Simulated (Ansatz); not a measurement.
**MgAu4Se4Cl4O12: field gradients at two levels of theory**

Cell: a computed structure from the Materials Project (it need not be an observed phase).

```
Mg Se Au Cl O
1.0
     4.80783    0.00000    0.00000
    -0.68589   10.03004    0.00000
    -0.66211   -1.18776   11.31918
Mg Se Au Cl O
1 4 4 4 12
Direct
  0.16237 0.73243 0.30365
  0.21762 0.10498 0.27054
  0.75862 0.30596 0.92531
  0.34191 0.77435 0.03395
  0.70898 0.86381 0.73402
  0.94254 0.45017 0.20193
  0.97947 0.01027 0.99520
  0.97527 0.58577 0.81176
  0.00933 0.96412 0.50023
  0.61105 0.51637 0.67660
  0.20037 0.51717 0.37678
  0.73453 0.76382 0.44179
  0.29685 0.15560 0.54853
  0.29135 0.04533 0.12475
  0.32601 0.64253 0.92223
  0.89521 0.14776 0.26122
  0.98234 0.81566 0.02733
  0.34943 0.69775 0.15937
  0.02522 0.20728 0.97336
  0.68637 0.39948 0.05139
  0.00488 0.77722 0.76051
  0.16269 0.93484 0.33712
  0.01919 0.40009 0.85748
  0.66483 0.96200 0.86600
  0.87580 0.99400 0.66633
```

Atoms are numbered from 1 in the order listed; like atoms form one site, named after its first atom.

First run. Method: Kohn–Sham DFT in Ansatz, PBE, plane waves and PAW, scalar-relativistic, 420 eV cutoff, Γ-centred 6×3×3 k-points, Fermi–Dirac smearing 0.05 eV.

```csv
site,atom,V_zz (10²¹ V/m²),η
Mg,1,3.52,0.16
Se2,2,-35.9,0.31
Se3,3,-31.2,0.14
Se4,4,-32.0,0.36
Se5,5,-30.3,0.16
Au6,6,-21.8,0.54
Au7,7,7.35,0.71
Au8,8,-10.23,0.94
Au9,9,-8.40,0.31
Cl11,11,16.88,0.75
Cl13,13,33.5,0.07
O16,16,12.76,0.31
O22,22,-15.21,0.71
O24,24,14.59,0.76
```

Second run. The same atoms and settings, except that the functional is r2SCAN and the cutoff is 500 eV.

Question: What does the second run give?

Answer: 

```csv
site,atom,V_zz,η,change of V_zz
Mg,1,3.51,0.13,-0.01
Se2,2,-38.7,0.33,-2.76
Se3,3,-33.2,0.11,-2.01
Se4,4,-34.1,0.34,-2.15
Se5,5,-32.4,0.15,-2.05
Au6,6,-30.4,0.40,-8.57
Au7,7,-5.78,0.89,–
Au8,8,7.00,0.56,–
Au9,9,-4.14,0.52,+4.26
Cl11,11,16.28,0.72,-0.60
Cl13,13,33.1,0.06,-0.35
O16,16,13.51,0.31,+0.75
O22,22,-15.61,0.72,-0.40
O24,24,15.29,0.76,+0.70
```

The largest change of V_zz along a kept axis is on Au6, from -21.8 to -30.4. In per cent, |V_zz| changes by 0 on Mg, +6 to +8 on Se, -51 to +39 on Au, -4 to -1 on Cl, +3 to +6 on O (all sites that start above 0.5, bar those whose gradient vanishes or changes sign or whose main axis turns by over 40°). Where |V_zz| stays above 0.1 and the axes keep their order, η moves most on Au9, from 0.31 to 0.52. On Au8, Au7 the largest principal value lies along another axis in the second run, so the two V_zz can't be compared directly. The table leaves out 11 of the 25 sites, with |V_zz| up to 31.61; their tensors move by 0.86 at most along any direction. The statements above cover all sites.

Spin–orbit coupling is left out, which shifts gradients on Au by a few per cent in wide-gap crystals, and can shift them far more where the calculated gap is small or absent, as here.
For the first run: The largest force is 0.4 eV/Å, so the atoms aren't at the calculated equilibrium and relaxing them would move these values.
For the second run: The largest force is 1.2 eV/Å, so the atoms aren't at the calculated equilibrium and relaxing them would move these values. With these PAW files V_zz is typically within 2 to 3 % of all-electron values, but misses above 10 % occur on Au.
